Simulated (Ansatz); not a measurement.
## GaMo$_{3}$, a database entry at a rescaled volume

```
Ga Mo
1.0
     4.91651    0.00000    0.00000
     0.00000    4.91651    0.00000
     0.00000    0.00000    4.91651
Ga Mo
2 6
Direct
  0.00000 0.00000 0.00000
  0.50000 0.50000 0.50000
  0.25000 0.00000 0.50000
  0.50000 0.75000 0.00000
  0.75000 0.00000 0.50000
  0.50000 0.25000 0.00000
  0.00000 0.50000 0.75000
  0.00000 0.50000 0.25000
```

The numbers come from plane-wave PAW DFT (Ansatz): LDA, non-collinear spin, 420 eV, 7×7×7 Γ-centred k points, fermi-dirac occupations (width 0.1432 eV). Nothing was relaxed.

The state carries no moments; the state need not be the lowest.

(1) Is it stable against the elements?

(2) Metal or insulator?

(3) Give the Bader charges.

(4) Are the atoms at rest?

(5) What do density and ELF say about some of the short contacts?

(6) What does the stress say?

Origin: a database entry at a rescaled volume.

Answers

(1) -0.20 eV an atom against the elements' usual phases (free molecules for gases, crystals otherwise, with no correction for O₂ or N₂), so it is bound against them; other compounds may still compete. Relaxing would lower it.

(2) It is a metal, with about 3.5 states/eV a cell as the mean within 0.25 eV of the Fermi level, mostly Mo d (88 %).

(3) Bader charges in e: Ga -0.21, Mo +0.07. In the mean Mo gives up most and Ga takes most, against the order of Pauling's electronegativities.

(4) The forces vanish by the symmetry of the sites.

(5) Mo–Mo at 2.46 Å: least valence density 0.61 e/Å³ and ELF 0.31 there. Ga–Mo at 2.75 Å: least valence density 0.29 e/Å³ and ELF 0.29 there. Both are smooth PAW fields, read partly inside the augmentation spheres.

(6) The pressure is -5.5 GPa (compression positive), so with the atoms held at these fractions the cell would first shrink.
